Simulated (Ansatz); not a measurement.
## K₂S₂NO₇: field gradients at two levels of theory

Cell: an entry of the Crystallography Open Database (COD), its atoms then relaxed with PBE in this cell.

Space group P-1 (No. 2); a = 7.1400, b = 7.1600, c = 7.4500 Å, α = 82.00°, β = 67.00°, γ = 75.00°.

| site | Wyckoff | site symmetry | x | y | z |
| --- | --- | --- | --- | --- | --- |
| K1 | 2i | 1 | 0.1622 | 0.3116 | 0.3484 |
| K3 | 2i | 1 | 0.2701 | 0.8097 | 0.9277 |
| S5 | 2i | 1 | 0.2605 | 0.3662 | 0.8332 |
| S7 | 2i | 1 | 0.7210 | 0.1740 | 0.6197 |
| N | 2i | 1 | 0.4858 | 0.3404 | 0.6053 |
| O11 | 2i | 1 | 0.1792 | 0.1923 | 0.8653 |
| O13 | 2i | 1 | 0.1264 | 0.5411 | 0.7872 |
| O15 | 2i | 1 | 0.8279 | 0.2958 | 0.6702 |
| O17 | 2i | 1 | 0.4564 | 0.3600 | 0.4475 |
| O19 | 2i | 1 | 0.8244 | 0.0952 | 0.4262 |
| O21 | 2i | 1 | 0.6380 | 0.0364 | 0.7784 |
| O23 | 2i | 1 | 0.3541 | 0.3917 | 0.9687 |

One atom of each set is listed.

First run. Method: Kohn–Sham DFT in Ansatz, PBE, plane waves and PAW, scalar-relativistic, 420 eV cutoff, Γ-centred 5×5×5 k-points, Fermi–Dirac smearing 0.05 eV.

| site | V_zz (10²¹ V/m²) | η |
| --- | --- | --- |
| K1 | 0.86 | 0.76 |
| K3 | 2.15 | 0.18 |
| S5 | 4.15 | 0.10 |
| S7 | 3.76 | 0.19 |
| N | -6.07 | 0.56 |
| O11 | 12.60 | 0.35 |
| O13 | 12.23 | 0.29 |
| O15 | 12.72 | 0.16 |
| O17 | -18.45 | 0.85 |
| O19 | 12.15 | 0.27 |
| O21 | 12.44 | 0.26 |
| O23 | 12.70 | 0.23 |

Second run. The same atoms and settings, except that the functional is r2SCAN and the cutoff is 500 eV.

Question: Given the first result, estimate the second.

Answer: 

```
site    V_zz     η  change of V_zz
  K1    0.90  0.82           +0.04
  K3    2.23  0.20           +0.08
  S5    4.73  0.09           +0.58
  S7    4.36  0.18           +0.60
   N   -6.20  0.53           -0.13
 O11   13.07  0.35           +0.47
 O13   12.69  0.29           +0.46
 O15   13.24  0.17           +0.52
 O17  -19.46  0.81           -1.01
 O19   12.65  0.26           +0.50
 O21   12.97  0.27           +0.53
 O23   13.20  0.24           +0.50
```

The largest change of V_zz is on O17, from -18.45 to -19.46. In per cent, |V_zz| changes by +4 to +5 on K, +14 to +16 on S, +2 on N, +4 to +5 on O (all sites that start above 0.5).

The database positions were far from equilibrium, so the relaxed structure may not be the compound's real one.
For the first run: At this cell the principal stresses reach 6 GPa in size with PBE, which can matter for small gradients.
For the second run: The largest force is 0.8 eV/Å, so the atoms aren't at the calculated equilibrium and relaxing them would move these values.
